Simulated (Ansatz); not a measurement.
HfO2 (fluorite, Fm-3m), DFT-LDA in the program Ansatz with PAW potentials: ε∞ = 5.40, cell volume 31.28 Å³. Infrared-active transverse modes:

| ω_TO (cm⁻¹) | oscillator strength S_xx (e²/amu) |
|---|---|
| 248.4 | 1.151 |

Task: Compute the static dielectric constant.

Result: Each mode adds (4.921e7/V) S/ω²: 29.36. So ε0 = 34.8.

Task: What LO frequency does the Lyddane–Sachs–Teller relation give?

Result: ω_LO = ω_TO √(ε0/ε∞) = 630 cm⁻¹.

This is a known high-temperature phase of the composition, computed here at zero pressure and temperature. Symmetry was held in the LDA relaxation. At this level the phase is dynamically unstable (imaginary phonons). No spin polarisation was allowed. Scalar-relativistic: spin–orbit coupling is off unless named, which matters more the heavier the elements.

Potentials: the earlier of the program's two PAW sets.
